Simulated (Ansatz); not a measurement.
Polymorphs of Ba, each relaxed with DFT-LDA in the program Ansatz with PAW potentials:

A: simple hexagonal (P6/mmm)
a = b = 4.0116 Å, c = 3.7099 Å, α = β = 90.00°, γ = 120.00°

| atom | site | symmetry | x | y | z |
|---|---|---|---|---|---|
| Ba | 1a | 6/mmm | 0.0000 | 0.0000 | 0.0000 |

B: fcc (Cu type) (Fm-3m)
a = 5.981 Å, b = 5.981 Å, c = 5.981 Å, α = 90.00°, β = 90.00°, γ = 90.00°

| atom | site | symmetry | x | y | z |
|---|---|---|---|---|---|
| Ba | 4a | m-3m | 0.0000 | 0.0000 | 0.0000 |

C: bcc (W type) (Im-3m)
a = 4.7584 Å, b = 4.7584 Å, c = 4.7584 Å, α = 90.00°, β = 90.00°, γ = 90.00°

```csv
atom,site,symmetry,x,y,z
Ba,2a,m-3m,0.0000,0.0000,0.0000
```

Question: Rank these by energy per atom at 0 K (lowest first), as LDA gives it.

Answer: C (+0 meV/atom), B (+14 meV/atom), A (+160 meV/atom)

Not the usual ambient phase: A; B. Unstable at this level: A. All cells were relaxed under the symmetry of their starts (and spin orders); stability against distortions was not tested throughout. Spin–orbit coupling is left out wherever it is not named.

Energies hold the estimated change up to a 700 eV cutoff; steps of a few meV lie near the error of the meshes.

Potentials: the later of the program's two PAW sets.
